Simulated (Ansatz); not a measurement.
**K2LiBiCl6, first-principles data**

K2LiBiCl6:
```
CELL_PARAMETERS angstrom
      0.00000     5.20997     5.20997
      5.20997     0.00000     5.20997
      5.20997     5.20997     0.00000
ATOMIC_POSITIONS crystal
  K  0.75000 0.75000 0.75000
  K  0.25000 0.25000 0.25000
  Li 0.50000 0.50000 0.50000
  Bi 0.00000 0.00000 0.00000
  Cl 0.74231 0.25769 0.25769
  Cl 0.25769 0.74231 0.74231
  Cl 0.25769 0.74231 0.25769
  Cl 0.74231 0.25769 0.74231
  Cl 0.25769 0.25769 0.74231
  Cl 0.74231 0.74231 0.25769
```

Space group Fm-3m (No. 225); conventional cell a = 10.420 Å, b = 10.420 Å, c = 10.420 Å, α = 90.00°, β = 90.00°, γ = 90.00°.

Method: r²SCAN (plane waves, PAW; program Ansatz). Structure relaxed to zero pressure with the same functional. Other levels are named where they apply.

**Cell and energy**

```yaml
volume_per_atom: 28.28 Å³
density: 2.98 g/cm³
Formation energy from the elements (no fitted shifts): -1.71 eV/atom
```

**Electronic structure**

```yaml
band_gap: 4.07 eV (indirect)
valence_band_maximum: at X
conduction_band_minimum: at L (4 equivalent valleys)
smallest_direct_gap_on_the_standard_path: 4.46 eV
electron_effective_mass: 0.51, 0.51, 3.2 mₑ (principal values)
Electron effective mass with spin–orbit coupling: 0.80 mₑ (isotropic)
hole_effective_mass: 0.56, 4.4, 4.4 mₑ (principal values)
Hole effective mass with spin–orbit coupling: 0.55, 4.2, 4.2 mₑ (principal values)
HSE06 gap on the r²SCAN cell: 4.54 eV
Gap with spin–orbit coupling: 2.92 eV
```

**Mechanics**

```yaml
Bulk modulus (Birch–Murnaghan fit): 23.1 GPa
Pressure derivative B′: 5.5
```

**Charges**

```yaml
bader_charges: K +0.91, Li +0.91, Bi +1.77, Cl -0.75 e
```

The first step of the workflow began from a Materials Project structure, measured or hypothetical; the Crystallography Open Database copy checked does not list it. Its standing as an ambient phase is unchecked. Symmetry was held in the r²SCAN relaxation; its stability against distortions is not shown here. The references are the lowest solids computed at this level, not always the standard phases (solids in place of the gases). Spin–orbit coupling is left out wherever it is not named.

Potentials: the later of the program's two PAW sets.
